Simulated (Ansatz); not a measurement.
ZrN in space group I4_1md (No. 109; Zr on 4a, N on 4a), PBE in the plane-wave PAW code Ansatz, all energies at zero smearing, with the estimated change up to a 700 eV cutoff added, with one set of potentials and settings (totals compare only within such a set). Cell of 4 atoms (2 Zr, 2 N): -9140.919 eV.

```csv
element,reference phase,E (eV/atom)
Zr,"P6_3/mmc, 2 atoms in the cell",-4183.8362
N,"Pa-3, 8 atoms in the cell",-384.0325
```

Formation energy per atom, worked out: (-9140.919 − 2×(-4183.8362) − 2×(-384.0325))/4 = -1.295 eV/atom (-125 kJ per mol of atoms), at 0 K, without zero-point energy or fitted corrections.

A made-up cell: these elements were put on the sites of a structure type; neither database checked (COD, Materials Project) lists it. It is not the phase usual at ambient conditions (space group No. 225). Symmetry was held in the PBE relaxation; its stability against distortions is not shown here. No spin polarisation was allowed. The references are the lowest solids computed at this level, not always the standard phases (solids in place of the gases).

Potentials: the later of the program's two PAW sets.
